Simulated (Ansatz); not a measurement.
ZrB₂:
Space group P6/mmm (No. 191); a = 3.1710 Å, b = 3.1710 Å, c = 3.5422 Å, α = 90.00°, β = 90.00°, γ = 120.00°

| atom | site | symmetry | x | y | z |
|---|---|---|---|---|---|
| Zr | 1a | 6/mmm | 0.0000 | 0.0000 | 0.0000 |
| B | 2d | -6m2 | 0.3333 | 0.6667 | 0.5000 |

Relaxed at zero pressure with the program Ansatz at the PBE level (PAW).

Question: The volume is raised by 9 % and shape and atoms relax at that volume. What pressure results, and how do the axes share the change?

Answer: -17.3 GPa; a 2.7 %, b 2.7 %, c 3.4 %; the energy rises by 54 meV/atom.

Question: Give the new structure.

Answer: 
Space group P6/mmm (No. 191); a = b = 3.2560 Å, c = 3.6622 Å, α = β = 90.00°, γ = 120.00°

```json
[
 {"atom": "Zr", "site": "1a", "symmetry": "6/mmm", "x": "0.0000", "y": "0.0000", "z": "0.0000"},
 {"atom": "B", "site": "2d", "symmetry": "-6m2", "x": "0.3333", "y": "0.6667", "z": "0.5000"}
]
```

The phase is kept; no other phase was compared at this pressure.

The PBE relaxation kept the symmetry of its start. No spin polarisation was allowed.

Potentials: the later of the program's two PAW sets.
